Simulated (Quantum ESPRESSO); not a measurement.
pw.x input (Quantum ESPRESSO 7.5; PBEsol, PseudoDojo standard norm-conserving files, scalar-relativistic):

```
&CONTROL
  calculation = 'scf'
  pseudo_dir = './pseudo'
  outdir = './out'
  tprnfor = .true.
  tstress = .true.
/
&SYSTEM
  ibrav = 0
  nat = 9
  ntyp = 3
  ecutwfc = 84.0
  ecutrho = 336.0
  occupations = 'smearing'
  smearing = 'fd'
  degauss = 0.002
  nbnd = 38
/
&ELECTRONS
  conv_thr = 9e-10
/
ATOMIC_SPECIES
F 18.9984 F.upf
Si 28.0850 Si.upf
Rb 85.4678 Rb.upf
CELL_PARAMETERS angstrom
  0.000000000000   4.176640000000   4.176640000000
  4.176640000000   0.000000000000   4.176640000000
  4.176640000000   4.176640000000   0.000000000000
ATOMIC_POSITIONS crystal
F   0.796230000000   0.203770000000   0.796230000000
F   0.203770000000   0.796230000000   0.203770000000
F   0.796230000000   0.203770000000   0.203770000000
F   0.203770000000   0.796230000000   0.796230000000
F   0.796230000000   0.796230000000   0.203770000000
F   0.203770000000   0.203770000000   0.796230000000
Si   0.000000000000   0.000000000000   0.000000000000
Rb   0.750000000000   0.750000000000   0.750000000000
Rb   0.250000000000   0.250000000000   0.250000000000
K_POINTS automatic
6 6 6 0 0 0
```

End of the output:

```
     total energy              =    -412.43790898 Ry
     estimated scf accuracy    <       0.00000364 Ry
     total energy              =    -412.43790895 Ry
     estimated scf accuracy    <       0.00000098 Ry
     total energy              =    -412.43790925 Ry
     estimated scf accuracy    <       0.00000006 Ry
[...]
     the Fermi energy is     4.8062 ev
!    total energy              =    -412.43790926 Ry
     estimated scf accuracy    <          5.0E-10 Ry
     smearing contrib. (-TS)   =       0.00000000 Ry
     internal energy E=F+TS    =    -412.43790926 Ry
     The total energy is F=E-TS. E is the sum of the following terms:
     one-electron contribution =    -207.23407371 Ry
     hartree contribution      =     137.90066518 Ry
     xc contribution           =     -96.85162168 Ry
     ewald contribution        =    -246.25287905 Ry
     convergence has been achieved in   9 iterations
     Forces acting on atoms (cartesian axes, Ry/au):
     atom    1 type  1   force =     0.00000000   -0.00061599    0.00000000
     atom    2 type  1   force =     0.00000000    0.00061599    0.00000000
     atom    3 type  1   force =     0.00061599    0.00000000    0.00000000
     atom    4 type  1   force =    -0.00061599    0.00000000    0.00000000
     atom    5 type  1   force =     0.00000000    0.00000000   -0.00061599
     atom    6 type  1   force =     0.00000000    0.00000000    0.00061599
     atom    7 type  2   force =     0.00000000    0.00000000   -0.00000000
     atom    8 type  3   force =     0.00000000   -0.00000000    0.00000000
     atom    9 type  3   force =     0.00000000    0.00000000    0.00000000
     Total force =     0.001509     Total SCF correction =     0.000036
     Computing stress (Cartesian axis) and pressure
          total   stress  (Ry/bohr**3)                   (kbar)     P=        5.22
   0.00003547  -0.00000000  -0.00000000            5.22       -0.00       -0.00
  -0.00000000   0.00003547  -0.00000000           -0.00        5.22       -0.00
  -0.00000000  -0.00000000   0.00003547           -0.00       -0.00        5.22
```
In a gapped system the printed Fermi energy is only some level inside the gap.

Geometry of the Materials Project entry, not relaxed at this level.
